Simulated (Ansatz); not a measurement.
# Two Ansatz runs on Cu

The geometry is COD entry 9012043, unchecked; take it as a test cell. The listed cell was then made from it by scaling, straining or moving an atom.

First run: DFT, PBEsol, all-electron LAPW, scalar-relativistic (Ansatz 0.2.0).

Command: `ansatz run input.yaml --threads 1 --pin off --max-ram 2048MiB --backend cpu --events-out ev --progress --plain --runs-dir out` The run took 39 s on 1 thread of AMD EPYC 7R43 64-Core Processor (Zen 3), on a shared host.

```yaml
crystal:
  lattice:
    - [0.0, 1.8312856224, 1.8312856224]
    - [1.8312856224, 0.0, 1.8312856224]
    - [1.8312856224, 1.8312856224, 0.0]
  atoms:
    - { symbol: Cu, position: [0.0, 0.0, 0.0] }
kpoints:
  mp_grid: { grid: [16, 16, 16] }
scf:
  occupations: { method: fermi_dirac, width: 0.05 }
hamiltonian:
  xc: pbesol
  pseudopotentials: { kind: all_electron, lapw: { basis_error: 0.001 } }
output:
  forces: true
  stress: true
relax:
  f_tol: 0.005
  max_steps: 80
  cell: {}
```

Result: converged; relaxed volume 11.321 Å³/atom; 26 SCF iterations in all.

The input is then changed:

```diff
@@ -5,11 +5,12 @@
     - [1.8312856224, 1.8312856224, 0.0]
   atoms:
-    - { symbol: Cu, position: [0.0, 0.0, 0.0] }
+    - { symbol: Cu, position: [0.0, 0.0, 0.0], spin: 0.2 }
 kpoints:
   mp_grid: { grid: [16, 16, 16] }
 scf:
   occupations: { method: fermi_dirac, width: 0.05 }
+  n_extra_bands: 4
 hamiltonian:
-  xc: pbesol
+  xc: revpbe
   pseudopotentials: { kind: all_electron, lapw: { basis_error: 0.001 } }
 output:
@@ -20,3 +21,5 @@
   max_steps: 80
   cell: {}
+magnetization:
+  spin_polarized: true
```

Problem. Predict the outcome of the changed run.

Solution. It converged; relaxed volume 12.269 Å³/atom; moment 0.00 μB; 19 SCF iterations in all.
